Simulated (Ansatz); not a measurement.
# Pt, hcp: geometry optimisation

Method: Ansatz 0.2.0, DFT, PBEsol, plane waves (420 eV) with PAW, scalar-relativistic. (PAW data from PBE, frozen cores regenerated.)

k-point mesh 13×13×7, Fermi-Dirac smearing 0.1 eV, no spin polarisation. Cell and atoms relax.

Starting structure:

```yaml
crystal:
  lattice:
    - [2.7740467412, 0.0, 0.0]
    - [-1.3870233706, 2.4023949491, 0.0]
    - [0.0, 0.0, 4.5300183283]
  atoms:
    - { symbol: Pt, position: [0.3333333333, 0.6666666667, 0.25] }
    - { symbol: Pt, position: [0.6666666667, 0.3333333333, 0.75] }
hamiltonian:
  xc: pbesol
  pseudopotentials:
    kind: paw
    azcp:
      Pt: "pseudopotentials/Pt.paw.azcp"
basis:
  ecutwfc: 420
  fft_grid_basis: typed
kpoints:
  mp_grid: { grid: [13, 13, 7], shift: [0, 0, 0] }
magnetization:
  spin_polarized: false
scf:
  occupations: { method: fermi_dirac, width: 0.1 }
relax:
  max_steps: 60
  f_tol: 0.01
  cell: {}
output:
  write_density: true
  write_potential: true
  elf: true
  volumetric_format: npy
```

**Question.** The pressure at the start is 0.9 GPa. By how much does the volume change?

**Answer.** From 15.09 to 15.15 Å³ per atom, 0.4 %. The final cell has a = 2.732 Å, c = 4.686 Å (c/a = 1.715).

**Question.** How much energy does the relaxation gain?

**Answer.** 13.9 meV per atom.

Path of the relaxation (the plane waves are chosen anew near the end, which can shift the energy a little):

```csv
step,E − E(final) (meV/atom),V (Å³/atom),P (GPa),max force (eV/Å)
0,13.86,15.095,0.93,0.000
1,0.58,15.230,-1.56,0.000
2,-0.01,15.150,-0.04,0.000
3,-0.01,15.148,0.00,0.000
4,0.00,15.148,0.00,0.000
```
